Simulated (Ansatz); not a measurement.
## Y on a Ge site in LaGe3Ir, calculated

All numbers are calculated (PBEsol, no spin polarisation, no spin-orbit coupling; Ansatz, PAW set soft_2, 420 eV, k-mesh 3×3×3), not measured.

The relaxed host crystal (no gap at this level of theory):

```
CELL_PARAMETERS angstrom
-2.20797 2.20797 5.01686
2.20797 -2.20797 5.01686
2.20797 2.20797 -5.01686
ATOMIC_POSITIONS crystal
Ge 0.34288 0.84288 0.50000
Ge 0.84288 0.34288 0.50000
Ge 0.99963 0.99963 0.00000
Ir 0.23818 0.23818 0.00000
La 0.57945 0.57945 0.00000
```

Supercell of 25 atoms, rows of the matrix [[2,1,2],[-1,1,1],[0,-2,-1]] times the cell vectors; Y on a Ge site at (0.343, 0.843, 0.500) in fractions of the cell above. Atoms are relaxed at the host's cell, from a start shaken by 0.03 Å near the defect.

Distances from the Y atom (Å), by shell of the perfect crystal:

| shell | perfect crystal | relaxed, charge 0 |
| --- | --- | --- |
| 2 Ir | 2.45 | 2.64 |
| 2 Ge | 2.71 | 2.79 |
| 4 Ge | 3.12 | 3.06 (3.06 to 3.07) |
| 2 La | 3.24 | 3.48 |

```json
{"charge": "0", "gap of the cell on the mesh (eV)": "0.00"}
```

Formation energy of the neutral defect: 0.91 eV, taking atoms from and to the elements' standard states (no corrections for gases), so it belongs to those chemical potentials alone.

Relaxed cell at charge 0:

```
LaGe3Ir Y_Ge charge 0
1.0
     2.2080    6.6239    5.0169
     6.6239   -2.2080   -5.0169
    -6.6239    2.2080   -5.0169
Y Ge Ir La
1 14 5 5
Direct
  0.2998 0.2693 0.3698
  0.0923 0.8428 0.5489
  0.5072 0.6559 0.1506
  0.7121 0.0590 0.9609
  0.8873 0.4481 0.7470
  0.4967 0.1605 0.6539
  0.2997 0.7583 0.8587
  0.6878 0.5515 0.4506
  0.9116 0.9622 0.2639
  0.1027 0.3565 0.0639
  0.5890 0.1863 0.3853
  0.4049 0.8122 0.6129
  0.7997 0.5968 0.1972
  0.0105 0.9956 0.9975
  0.1945 0.4073 0.8075
  0.1922 0.1564 0.5866
  0.9903 0.7501 0.7506
  0.4072 0.5937 0.3643
  0.6091 0.9596 0.1599
  0.7997 0.3582 0.9586
  0.6093 0.6307 0.8313
  0.4061 0.2138 0.0065
  0.7997 0.0176 0.6181
  0.9901 0.4213 0.4215
  0.1934 0.7997 0.2079
```

Caveats: small supercell, so energies and levels can be off by tenths of an eV; one random start near the defect, so other minima are possible.
